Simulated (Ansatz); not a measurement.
Clean, relaxed (001) surface of Lu, space group P6_3/mmc (No. 194) (top face towards +c):

```yaml
crystal:
  lattice:
    - [3.50669, 0.00000, 0.00000]
    - [-1.75334, 3.03688, 0.00000]
    - [0.00000, 0.00000, 27.92325]
  atoms:
    - { symbol: Lu, position: [0.33333, 0.66667, 0.30441] }
    - { symbol: Lu, position: [0.66667, 0.33333, 0.40220] }
    - { symbol: Lu, position: [0.33333, 0.66667, 0.50074] }
    - { symbol: Lu, position: [0.66667, 0.33333, 0.59912] }
    - { symbol: Lu, position: [0.33333, 0.66667, 0.69543] }
```

Theory: DFT PBE, scalar-relativistic, plane waves, PAW in Ansatz. Cutoff 420 eV; k points 9×9×1 on the computed 5-atom cell (Γ-centred); Gaussian smearing, width 0.10 eV; no spin polarisation. The cell repeats along c with a dipole correction in the vacuum.

Several species are adsorbed on the top face in turn, one per 10.6 Å², without spin polarisation, so weakly bound open-shell ends would lie too high. E_ads counts from the clean slab and the free adsorbate (spin-polarised where open-shell); negative means bound. Each value is the lowest end among the sites tried, with the slab's lower part held and a dipole correction; heights count from the highest slab atom.

Q: Order them from strongest to weakest binding.
A. CO
B. Li (atom)

A: B (-1.95 eV), A (-1.29 eV).

Q: Where do they sit, and how do they change the surface?

A: 
```tsv
adsorbate	sites tried	E_ads (eV)	closest contact with each bonded element	bonded neighbours	height (Å)	Δφ (eV)	Δp (e·Å)
Li (atom)	2	-1.95	Li–Lu 3.28 Å	3	2.58	-0.69	+0.041
CO	2	-1.29	C–Lu 2.56 Å	3	1.57	+2.14	-0.126
```

Adsorbates that don't bind, break up or rebuild the slab are left out.

Each end is a local minimum or symmetric point. Spin-orbit coupling is left out, which matters for the bands of heavy elements. Spin polarisation was left out, and a magnetic state may lie lower.

For CO: the change of work function follows from the dipole (Helmholtz): Δφ = −(e/ε0)·Δp/A = −180.95 V·Å × (-0.126 e·Å) / 10.6 Å² = +2.15 eV, against +2.14 eV computed; strictly the dipole sets the difference between the two faces. The added dipole points into the slab (negative end outward), which raises the work function.
